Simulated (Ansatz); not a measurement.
Input and output for Ag: DFT, PBEsol, all-electron LAPW, scalar-relativistic (Ansatz 0.2.0).

The cell is Materials Project entry mp-10597, used as a structure alone.

Command: `ansatz run input.yaml --threads 1 --pin off --max-ram 2048MiB --backend cpu --events-out ev --progress --plain --runs-dir out` It took 16 s on 1 thread of Arm Neoverse V2 (shared host), peak memory 0.37 GiB.

```yaml
crystal:
  lattice:
    - [2.9222991408, 0.0, 0.0]
    - [-1.4611495704, 2.5307852934, 0.0]
    - [0.0, 0.0, 4.70166181]
  atoms:
    - { symbol: Ag, position: [0.3333333333, 0.6666666667, 0.25] }
    - { symbol: Ag, position: [0.6666666667, 0.3333333333, 0.75] }
kpoints:
  mp_grid: { grid: [12, 12, 7] }
scf:
  occupations: { method: fermi_dirac, width: 0.05 }
hamiltonian:
  xc: pbesol
  pseudopotentials: { kind: all_electron, lapw: { basis_error: 0.001 } }
output:
  forces: true
  stress: true
  eigenvalues: true
  populations: true
```

Output:

```
Ag: projections on atomic orbitals take those of the free atom 1s2 2s2 2p6 3s2 3p6 3d10 4s2 4p6 4d10 5s1, of charge +0.00 (hamiltonian.pseudopotentials.projection_atoms)
LAPW: plane waves up to 7.928 Å⁻¹, error target 1.0e-3 eV per atom; small_component_spin mean_spin; Ag in spheres of 1.447 Å, 19 of its electrons in bands, Dirac shells [] (how accurate: hamiltonian.pseudopotentials.lapw.basis_error, Limitations)
Engine: ansatz 0.2.0
Pseudopotentials: kind: all_electron
Pseudopotential: Ag, LAPW, valence charge 19, lapw/all_electron/scalar/gaussian/Ag, Koelling and Harmon's equation, gaussian nucleus
Functional definition: PBEsol
  exchange = pbesol_x
  correlation = pbesol_c
Crystal: 2 atoms, lattice volume = 34.772 Å³
Basis set: ecut = 239.48091763693094 eV, 299 PW (Γ), exchange–correlation at level 2
Bands: 23, of which v1, the nominal top of the filled ones, is band 19 counted from 1 (18 counted from 0)
Symmetry: 24 space group operations
Space group: P63/mmc (ITA 194), of the structure as read, at distance tolerance 3.3e-5 Å
k-points: 76 of 1008
Non-local potential: Ag, projectors of the file, none
Initial density: superposition of atomic densities (chi_scale 0.1, normalization cell)
Initial wavefunctions: plane waves of lowest kinetic energy (no species holds an atomic orbital)
Functional: x = pbesol(κ = 0.804, μ = 0.12345679012345678), c = pbesol(β = 0.046)
iter 1 solved again at ethr=2.49e-4 eV; its pass at ethr=1.00e-1 eV (dr2=9.47e-2 eV) is discarded
SCF iter   1: F=—  HF=-289176.535151 eV  |F-HF|=—  |Δ(HF+E_count)|=         —  Δρ=2.13e-2  dr2=9.55e-2  ethr=2.49e-4  ⟨swp⟩=2.8  Hψ=12758  notcnv=0
preconditioner: auto → Kerker (q_TF=auto, 2.769 Å⁻¹)  [metal: Δε(μ)=0.049 eV  Ē_g=10.590 eV  σ=0.050 eV  W_gap=0.23  n_scr=10 (ndim 8)  ℏωp=29.5 eV  f_vac=0.000  D(μ)=0.99/eV (n_scr^D=2)]
iter 2 solved again at ethr=9.79e-6 eV; its pass at ethr=2.49e-4 eV (dr2=3.72e-3 eV) is discarded
SCF iter   2: F=—  HF=-289176.102941 eV  |F-HF|=—  |Δ(HF+E_count)|=   4.32e-1  Δρ=3.26e-3  dr2=3.72e-3  ethr=9.79e-6  ⟨swp⟩=2.0  Hψ=9753  notcnv=0
SCF iter   3: F=—  HF=-289175.987087 eV  |F-HF|=—  |Δ(HF+E_count)|=   1.16e-1  Δρ=5.85e-3  dr2=9.90e-3  ethr=9.79e-6  ⟨swp⟩=3.0  Hψ=6132  notcnv=0
SCF iter   4: F=—  HF=-289175.982073 eV  |F-HF|=—  |Δ(HF+E_count)|=   5.01e-3  Δρ=2.47e-3  dr2=2.28e-3  ethr=9.79e-6  ⟨swp⟩=2.0  Hψ=5069  notcnv=0
SCF iter   5: F=—  HF=-289175.982368 eV  |F-HF|=—  |Δ(HF+E_count)|=   2.95e-4  Δρ=5.73e-4  dr2=1.30e-4  ethr=6.00e-6  ⟨swp⟩=2.0  Hψ=5068  notcnv=0
SCF iter   6: F=—  HF=-289175.982369 eV  |F-HF|=—  |Δ(HF+E_count)|=   1.12e-6  Δρ=1.07e-4  dr2=2.93e-6  ethr=3.41e-7  ⟨swp⟩=2.0  Hψ=5068  notcnv=0
SCF iter   7: F=—  HF=-289175.982369 eV  |F-HF|=—  |Δ(HF+E_count)|=   6.08e-7  Δρ=2.16e-5  dr2=1.74e-7  ethr=7.72e-9  ⟨swp⟩=2.0  Hψ=5068  notcnv=0
SCF iter   8: F=-289175.982369 eV  HF=-289175.982369 eV  |F-HF|=6.05e-9  |Δ(HF+E_count)|=   9.34e-8  Δρ=4.66e-6  dr2=8.94e-9  ethr=4.57e-10  ⟨swp⟩=2.0  Hψ=5070  notcnv=0
SCF 1 converged in 8 iterations: F = -289175.982369 eV  dr2 = 8.94e-9
SCF converged after 8 iterations
Free energy (F): -289175.982369 eV
Harris-Foulkes:  -289175.982369 eV  (|F-HF|=6.05e-9)
Internal energy: -289175.976218 eV  (E = F + TS)
E sigma→0 (E₀):  -289175.979294 eV
Entropy (-TS):   -0.006151 eV (-3.075 meV/atom)
Fermi energy:    18.117292 eV
--- Per-component energies (eV) ---
  E_band       = -433.828422
  E_kinetic    = 302326.062006
  E_xc         = -7994.182702
  E_electrostatic = -583507.855522  (all electrons and nuclei)
  E_smearing   = -0.006151  (= −TS)
  E_closure    = 0.000000  (closes the sum)
  E_atoms      = -289169.418940  (free atoms, spherical and without spin; not in F)
  Σ components = -289175.982369   (vs F -289175.982369, Δ=0.00e0)
  Basis errors (estimates in eV, not in F): energy 2.1e-4 per atom: plane waves 2.0e-4 (1.0e-4 summed), levels above the bands 4.9e-55, relativity 1.8e-8, radial functions 3.7e-6, core shells 4.6e-7; eigenvalues (radial functions only) 8.8e-7; not estimated: angular momenta, meshes, grids; target (lapw.basis_error) 1.0e-3; muffin-tin radii Ag 1.447 Å
--- Forces (eV/Å), atoms counted from 1 ---
  atom   1  Ag     0.00000000     0.00000000    -0.00000000
  atom   2  Ag    -0.00000000    -0.00000000     0.00000000
  max |Σ_I F_I| component: 0.00e0 eV/Å
--- Stress (GPa, compression-positive) ---
       -4.100708      -0.000000       0.000000
       -0.000000      -4.100708      -0.000000
        0.000000      -0.000000      -4.049148
  P = ⅓ Tr σ = -4.0835 GPa (-40.835 kbar)
--- Band table (eV; the first three rows and the last of 76) ---
  k-point 0: bands = ["-73.6428", "-73.6257", "-37.2262", "-37.0839", "-37.0839", "-37.0660", "-37.0584", "-37.0584", "10.4393", "11.8898", "13.5187", "13.5574", "13.5574", "13.8046", "13.8046", "14.0759", "14.0759", "15.1243", "15.1243", "17.8332", "21.8152", "33.4756", "35.6888"]
  k-point 1: bands = ["-73.6419", "-73.6266", "-37.2183", "-37.0826", "-37.0826", "-37.0740", "-37.0597", "-37.0597", "10.6008", "11.9240", "13.4827", "13.5065", "13.5065", "13.7580", "13.7580", "14.1936", "14.1936", "15.1108", "15.1108", "16.9057", "23.0120", "33.3035", "35.3357"]
  k-point 2: bands = ["-73.6396", "-73.6290", "-37.1962", "-37.0964", "-37.0791", "-37.0791", "-37.0632", "-37.0632", "11.0550", "11.9990", "13.4140", "13.4473", "13.4473", "13.6466", "13.6466", "14.4392", "14.4392", "15.0508", "15.0508", "15.3811", "25.3528", "32.7345", "34.2611"]
  k-point 75: bands = ["-73.6233", "-73.6233", "-37.1856", "-37.1856", "-37.1535", "-37.1430", "-37.0947", "-37.0947", "12.6586", "12.6586", "12.9272", "13.1793", "13.6212", "13.6212", "14.1545", "14.2779", "15.1497", "15.1497", "21.9744", "21.9744", "23.0616", "23.9851", "23.9851"]
--- Löwdin populations: 2 sites ---
  site symbol       q [e]
     0     Ag     46.8875
     1     Ag     46.8875
  spilling = 0.002394 (of n_electrons = 94.000000)
```

populations.tsv:

```
# site	symbol	l	j	q
# orbitals = lowdin
# n_electrons = 94.000000
# spilling = 0.002394
# projection_atom_Ag: 1s2 2s2 2p6 3s2 3p6 3d10 4s2 4p6 4d10 5s1
0	Ag	0_1S	-	1.999999
0	Ag	0_2S	-	1.999964
0	Ag	0_3S	-	1.999407
0	Ag	0_4S	-	1.990507
0	Ag	0_5S	-	1.033958
0	Ag	1_2P	-	6.000000
0	Ag	1_3P	-	5.999989
0	Ag	1_4P	-	5.998835
0	Ag	2_3D	-	9.999997
0	Ag	2_4D	-	9.864824
1	Ag	0_1S	-	1.999999
1	Ag	0_2S	-	1.999964
1	Ag	0_3S	-	1.999407
1	Ag	0_4S	-	1.990507
1	Ag	0_5S	-	1.033958
1	Ag	1_2P	-	6.000000
1	Ag	1_3P	-	5.999989
1	Ag	1_4P	-	5.998835
1	Ag	2_3D	-	9.999997
1	Ag	2_4D	-	9.864824
```

Next run (one bond, the shortest of the undistorted cell, set to 2.720 Å), as changes to the input before:

```diff
   atoms:
-    - { symbol: Ag, position: [0.3333333333, 0.6666666667, 0.25] }
-    - { symbol: Ag, position: [0.6666666667, 0.3333333333, 0.75] }
+    - { symbol: Ag, position: [0.3133333333, 0.6566666667, 0.235] }
+    - { symbol: Ag, position: [0.6866666667, 0.3433333333, 0.765] }
 kpoints:
```

Results part of the output:

```
SCF 1 converged in 9 iterations: F = -289175.922665 eV  dr2 = 6.27e-8
SCF converged after 9 iterations
Free energy (F): -289175.922665 eV
Harris-Foulkes:  -289175.922665 eV  (|F-HF|=8.73e-8)
Internal energy: -289175.916935 eV  (E = F + TS)
E sigma→0 (E₀):  -289175.919800 eV
Entropy (-TS):   -0.005730 eV (-2.865 meV/atom)
Fermi energy:    18.129268 eV
--- Per-component energies (eV) ---
  E_band       = -7175.558276
  E_kinetic    = 302326.943135
  E_xc         = -7994.322885
  E_electrostatic = -583508.537185  (all electrons and nuclei)
  E_smearing   = -0.005730  (= −TS)
  E_closure    = 0.000000  (closes the sum)
  E_atoms      = -289169.418940  (free atoms, spherical and without spin; not in F)
  Σ components = -289175.922665   (vs F -289175.922665, Δ=0.00e0)
  Basis errors (estimates in eV, not in F): energy 2.8e-4 per atom: plane waves 2.7e-4 (1.4e-4 summed), levels above the bands 1.5e-97, relativity 2.3e-8, radial functions 5.8e-6, core shells 2.8e-8; eigenvalues (radial functions only) 3.3e-6; not estimated: angular momenta, meshes, grids; target (lapw.basis_error) 1.0e-3; muffin-tin radii Ag 1.360 Å
--- Forces (eV/Å), atoms counted from 1 ---
  atom   1  Ag     0.11472691     0.06623761     0.78383914
  atom   2  Ag    -0.11472691    -0.06623761    -0.78383914
  max |Σ_I F_I| component: 0.00e0 eV/Å
--- Stress (GPa, compression-positive) ---
       -2.856177       0.565186       0.610323
        0.565186      -3.508797       0.352370
        0.610323       0.352370      -1.876187
  P = ⅓ Tr σ = -2.7471 GPa (-27.471 kbar)
--- Band table (eV; the first three rows and the last of 277) ---
  k-point 0: bands = ["-337.0690", "-337.0690", "-337.0673", "-337.0673", "-337.0651", "-337.0651", "-337.0639", "-337.0639", "-337.0639", "-337.0639", "-73.6520", "-73.6317", "-37.2451", "-37.1007", "-37.0864", "-37.0694", "-37.0643", "-37.0633", "10.4289", "11.8509", "13.4794", "13.5066", "13.5432", "13.6904", "13.7422", "14.0531", "14.2485", "15.0259", "15.2599", "17.8772", "21.7563", "33.4237", "35.5864", "35.7064", "35.8878"]
  k-point 1: bands = ["-337.0690", "-337.0690", "-337.0673", "-337.0673", "-337.0651", "-337.0651", "-337.0639", "-337.0639", "-337.0639", "-337.0639", "-73.6513", "-73.6324", "-37.2380", "-37.0996", "-37.0857", "-37.0763", "-37.0651", "-37.0648", "10.5882", "11.8833", "13.4307", "13.4787", "13.4913", "13.6577", "13.7398", "14.1298", "14.3383", "15.0330", "15.2287", "16.9404", "22.9579", "33.2945", "35.2628", "35.4761", "35.8615"]
  k-point 2: bands = ["-337.0690", "-337.0690", "-337.0673", "-337.0673", "-337.0651", "-337.0651", "-337.0639", "-337.0639", "-337.0639", "-337.0639", "-73.6495", "-73.6343", "-37.2190", "-37.0996", "-37.0922", "-37.0836", "-37.0681", "-37.0671", "11.0338", "11.9544", "13.3745", "13.4212", "13.4356", "13.5630", "13.6615", "14.3411", "14.5371", "15.0266", "15.1304", "15.4186", "25.2769", "32.8217", "34.2925", "34.6145", "36.0083"]
  k-point 276: bands = ["-337.0690", "-337.0690", "-337.0673", "-337.0673", "-337.0651", "-337.0651", "-337.0639", "-337.0639", "-337.0639", "-337.0639", "-73.6327", "-73.6315", "-37.2320", "-37.2200", "-37.1146", "-37.1132", "-37.1068", "-37.0920", "11.8646", "12.0408", "12.4299", "12.8903", "13.9300", "14.5773", "14.9531", "15.2418", "15.3307", "15.3490", "18.5195", "18.9303", "22.6600", "22.9292", "30.6657", "31.6346", "32.2368"]
--- Löwdin populations: 2 sites ---
  site symbol       q [e]
     0     Ag     46.8867
     1     Ag     46.8867
  spilling = 0.002410 (of n_electrons = 94.000000)
```

Next run (one bond, the shortest of the undistorted cell, set to 2.199 Å), as changes to the input before:

```diff
   atoms:
-    - { symbol: Ag, position: [0.3133333333, 0.6566666667, 0.235] }
-    - { symbol: Ag, position: [0.6866666667, 0.3433333333, 0.765] }
+    - { symbol: Ag, position: [0.2533333333, 0.6266666667, 0.19] }
+    - { symbol: Ag, position: [0.7466666667, 0.3733333333, 0.81] }
 kpoints:
```

Command: `ansatz run input.yaml --threads 1 --pin off --max-ram 2048MiB --backend cpu --events-out ev --progress --plain --runs-dir out` It took 2.2 min on 1 thread of Arm Neoverse V2 (shared host), peak memory 1.1 GiB.

Results part of the output:

```
SCF 1 converged in 7 iterations: F = -289174.308803 eV  dr2 = 8.43e-9
SCF converged after 7 iterations
Free energy (F): -289174.308803 eV
Harris-Foulkes:  -289174.308803 eV  (|F-HF|=1.34e-8)
Internal energy: -289174.306084 eV  (E = F + TS)
E sigma→0 (E₀):  -289174.307443 eV
Entropy (-TS):   -0.002719 eV (-1.360 meV/atom)
Fermi energy:    18.334405 eV
--- Per-component energies (eV) ---
  E_band       = -13611.059051
  E_kinetic    = 302343.495264
  E_xc         = -7996.872645
  E_electrostatic = -583520.928702  (all electrons and nuclei)
  E_smearing   = -0.002719  (= −TS)
  E_closure    = 0.000000  (closes the sum)
  E_atoms      = -289169.418940  (free atoms, spherical and without spin; not in F)
  Σ components = -289174.308803   (vs F -289174.308803, Δ=0.00e0)
  Basis errors (estimates in eV, not in F): energy 4.4e-4 per atom: plane waves 4.1e-4 (2.4e-4 summed), levels above the bands 4.1e-111, relativity 4.6e-8, radial functions 2.2e-5, core shells 7.8e-7; eigenvalues (radial functions only) 4.8e-7; not estimated: angular momenta, meshes, grids; target (lapw.basis_error) 1.0e-3; muffin-tin radii Ag 1.100 Å
--- Forces (eV/Å), atoms counted from 1 ---
  atom   1  Ag     2.71570217     1.56791138     7.07785722
  atom   2  Ag    -2.71570217    -1.56791138    -7.07785722
  max |Σ_I F_I| component: 8.88e-16 eV/Å
--- Stress (GPa, compression-positive) ---
       20.027767       9.772234      21.959747
        9.772234       8.743763      12.678466
       21.959747      12.678466      45.950584
  P = ⅓ Tr σ = 24.9074 GPa (249.074 kbar)
--- Band table (eV; the first three rows and the last of 277) ---
  k-point 0: bands = ["-535.6477", "-535.6477", "-535.6358", "-535.6358", "-535.6306", "-535.6306", "-337.1110", "-337.1110", "-337.1046", "-337.1046", "-337.0982", "-337.0982", "-337.0967", "-337.0967", "-337.0928", "-337.0928", "-73.8415", "-73.7146", "-37.7586", "-37.2601", "-37.1977", "-37.1932", "-37.1816", "-37.0142", "10.3167", "11.1160", "12.0127", "12.7382", "12.8986", "13.1947", "13.8688", "14.3330", "14.9614", "15.0061", "15.9119", "18.6076", "21.0864", "33.0394", "34.8554", "36.5668", "37.1991", "37.3506"]
  k-point 1: bands = ["-535.6477", "-535.6477", "-535.6358", "-535.6358", "-535.6306", "-535.6306", "-337.1110", "-337.1110", "-337.1046", "-337.1046", "-337.0982", "-337.0982", "-337.0967", "-337.0967", "-337.0928", "-337.0928", "-73.8414", "-73.7148", "-37.7568", "-37.2590", "-37.1977", "-37.1947", "-37.1816", "-37.0157", "10.4475", "11.1279", "12.0191", "12.7194", "12.8793", "13.1906", "13.8998", "14.3024", "14.9891", "15.0339", "15.8828", "17.5060", "22.4337", "33.1093", "34.6873", "36.1790", "37.0811", "37.2203"]
  k-point 2: bands = ["-535.6477", "-535.6477", "-535.6358", "-535.6358", "-535.6306", "-535.6306", "-337.1110", "-337.1110", "-337.1046", "-337.1046", "-337.0982", "-337.0982", "-337.0967", "-337.0967", "-337.0928", "-337.0928", "-73.8410", "-73.7152", "-37.7527", "-37.2562", "-37.1984", "-37.1977", "-37.1816", "-37.0192", "10.7863", "11.1568", "12.0513", "12.6784", "12.8378", "13.1805", "13.9721", "14.2253", "15.0499", "15.0950", "15.6966", "16.1454", "24.6106", "33.1850", "34.3376", "34.9201", "36.8388", "36.9065"]
  k-point 276: bands = ["-535.6477", "-535.6477", "-535.6358", "-535.6358", "-535.6306", "-535.6306", "-337.1110", "-337.1110", "-337.1046", "-337.1046", "-337.0982", "-337.0982", "-337.0967", "-337.0967", "-337.0928", "-337.0928", "-73.8079", "-73.7283", "-37.7851", "-37.4212", "-37.2887", "-37.1754", "-37.1478", "-37.0440", "11.2293", "11.4979", "11.6274", "13.0149", "13.3351", "14.6650", "15.0237", "15.0676", "15.2447", "15.4934", "18.7042", "18.7280", "22.8510", "23.0076", "30.2389", "32.9986", "33.0632", "33.3096"]
--- Löwdin populations: 2 sites ---
  site symbol       q [e]
     0     Ag     46.8786
     1     Ag     46.8786
  spilling = 0.002583 (of n_electrons = 94.000000)
```

Next run (one bond, the shortest of the undistorted cell, set to 2.026 Å), as changes to the input before:

```diff
   atoms:
-    - { symbol: Ag, position: [0.2533333333, 0.6266666667, 0.19] }
-    - { symbol: Ag, position: [0.7466666667, 0.3733333333, 0.81] }
+    - { symbol: Ag, position: [0.2333333333, 0.6166666667, 0.175] }
+    - { symbol: Ag, position: [0.7666666667, 0.3833333333, 0.825] }
 kpoints:
```

Command: `ansatz run input.yaml --threads 1 --pin off --max-ram 2048MiB --backend cpu --events-out ev --progress --plain --runs-dir out` It took 2.9 min on 1 thread of Arm Neoverse V2 (shared host), peak memory 1.4 GiB.

Results part of the output:

```
SCF 1 converged in 7 iterations: F = -289172.403213 eV  dr2 = 1.21e-8
SCF converged after 7 iterations
Free energy (F): -289172.403213 eV
Harris-Foulkes:  -289172.403213 eV  (|F-HF|=1.25e-8)
Internal energy: -289172.399279 eV  (E = F + TS)
E sigma→0 (E₀):  -289172.401246 eV
Entropy (-TS):   -0.003934 eV (-1.967 meV/atom)
Fermi energy:    18.379007 eV
--- Per-component energies (eV) ---
  E_band       = -16264.505856
  E_kinetic    = 302358.203381
  E_xc         = -7998.896248
  E_electrostatic = -583531.706413  (all electrons and nuclei)
  E_smearing   = -0.003934  (= −TS)
  E_closure    = 0.000000  (closes the sum)
  E_atoms      = -289169.418940  (free atoms, spherical and without spin; not in F)
  Σ components = -289172.403213   (vs F -289172.403213, Δ=0.00e0)
  Basis errors (estimates in eV, not in F): energy 4.6e-4 per atom: plane waves 4.3e-4 (2.6e-4 summed), levels above the bands 3.4e-151, relativity 8.0e-8, radial functions 2.7e-5, core shells 1.1e-10; eigenvalues (radial functions only) 3.5e-7; not estimated: angular momenta, meshes, grids; target (lapw.basis_error) 1.0e-3; muffin-tin radii Ag 1.013 Å
--- Forces (eV/Å), atoms counted from 1 ---
  atom   1  Ag     6.25764604     3.61285363    13.57977592
  atom   2  Ag    -6.25764604    -3.61285363   -13.57977592
  max |Σ_I F_I| component: 1.78e-15 eV/Å
--- Stress (GPa, compression-positive) ---
       40.910738      19.734063      47.229745
       19.734063      18.123804      27.268106
       47.229745      27.268106      91.861027
  P = ⅓ Tr σ = 50.2985 GPa (502.985 kbar)
--- Band table (eV; the first three rows and the last of 277) ---
  k-point 0: bands = ["-661.6018", "-661.6018", "-535.6846", "-535.6846", "-535.6647", "-535.6647", "-535.6585", "-535.6585", "-337.1434", "-337.1433", "-337.1347", "-337.1347", "-337.1281", "-337.1281", "-337.1219", "-337.1219", "-337.1173", "-337.1173", "-74.0580", "-73.7743", "-38.3781", "-37.3511", "-37.3482", "-37.3427", "-37.2521", "-36.9039", "10.2591", "10.4819", "11.0864", "11.9921", "12.4766", "13.0991", "13.7023", "14.6649", "15.0010", "15.4034", "16.2687", "19.1083", "20.8212", "33.0019", "34.5119", "37.1348", "37.2681", "37.6367", "38.6487"]
  k-point 1: bands = ["-661.6018", "-661.6018", "-535.6846", "-535.6846", "-535.6647", "-535.6647", "-535.6585", "-535.6585", "-337.1434", "-337.1433", "-337.1347", "-337.1347", "-337.1281", "-337.1281", "-337.1219", "-337.1219", "-337.1173", "-337.1173", "-74.0579", "-73.7744", "-38.3771", "-37.3511", "-37.3482", "-37.3428", "-37.2521", "-36.9050", "10.3599", "10.4874", "11.1133", "11.9806", "12.4643", "13.0939", "13.7226", "14.6320", "15.0234", "15.4204", "16.2419", "17.8798", "22.3142", "33.0730", "34.3924", "36.5804", "37.1794", "37.5057", "38.1363"]
  k-point 2: bands = ["-661.6018", "-661.6018", "-535.6846", "-535.6846", "-535.6647", "-535.6647", "-535.6585", "-535.6585", "-337.1434", "-337.1433", "-337.1347", "-337.1347", "-337.1281", "-337.1281", "-337.1219", "-337.1219", "-337.1173", "-337.1173", "-74.0577", "-73.7746", "-38.3749", "-37.3510", "-37.3483", "-37.3429", "-37.2522", "-36.9072", "10.4989", "10.5758", "11.2393", "11.9554", "12.4370", "13.0802", "13.7711", "14.5259", "15.0738", "15.4577", "16.0110", "16.6437", "24.4784", "33.1712", "34.1284", "35.0696", "36.9980", "37.2176", "37.3703"]
  k-point 276: bands = ["-661.6018", "-661.6018", "-535.6846", "-535.6846", "-535.6647", "-535.6647", "-535.6585", "-535.6585", "-337.1434", "-337.1433", "-337.1347", "-337.1347", "-337.1281", "-337.1281", "-337.1219", "-337.1219", "-337.1173", "-337.1173", "-74.0188", "-73.7934", "-38.4201", "-37.6043", "-37.4584", "-37.2281", "-37.2028", "-36.9230", "10.7181", "11.1014", "11.3220", "12.4205", "13.4645", "14.3269", "14.8921", "15.0916", "15.2156", "15.6319", "18.6381", "19.0234", "22.8253", "22.9507", "30.0987", "33.4587", "33.5294", "33.7040", "34.1391"]
--- Löwdin populations: 2 sites ---
  site symbol       q [e]
     0     Ag     46.8726
     1     Ag     46.8726
  spilling = 0.002710 (of n_electrons = 94.000000)
```
